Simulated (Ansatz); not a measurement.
An Ansatz (a program for electronic structure) input:

Ansatz 0.2 input:
```yaml
crystal:
  lattice:
    - [0.0, 2.8591252777, 2.8591252777]
    - [2.8591252777, 0.0, 2.8591252777]
    - [2.8591252777, 2.8591252777, 0.0]
  atoms:
    - { symbol: Cu, position: [0.75, 0.75, 0.75] }
    - { symbol: Cu, position: [0.25, 0.25, 0.25] }
    - { symbol: Se, position: [0.0, 0.0, 0.0] }
kpoints:
  mp_grid: { grid: [6, 6, 6] }
hamiltonian:
  xc: hse06
  pseudopotentials: { kind: paw }
scf:
  n_extra_bands: 6
  occupations: { method: gaussian, width: 0.02 }
output:
  eigenvalues: true
  eigenstates:
    e_range: [-9.0, 8.0]
    kpoints:
      - [0.0, 0.0, 0.0]  # GAMMA
      - [0.5, 0.0, 0.5]  # X
      - [0.5, 0.5, 0.5]  # L
      - [0.5, 0.25, 0.75]  # W
      - [0.375, 0.375, 0.75]  # K
      - [0.625, 0.25, 0.625]  # U
```

Question: How many symmetry operations and irreducible k-points will the run report?

Answer: 48 operations, 16 of 216 k-points.

Question: With a cutoff of 420 eV, how many plane waves at Γ?

Answer: 941.

It took about 2.5 core-minutes (a rough figure) on shared server cores.

Space group Fm-3m (anti-fluorite). The workflow started from a Materials Project entry (that database holds measured and hypothetical structures alike); the Crystallography Open Database copy checked does not list it. COD files the formula under space group No. 216, so this cell is another polymorph or a model. Its standing as an ambient phase is unchecked. Symmetry was held in the PBEsol relaxation; of distortions, only those at the zone centre were tested. The run is not spin-polarised.

Potentials: the later of the program's two PAW sets.

Ansatz is a plane-wave DFT program.
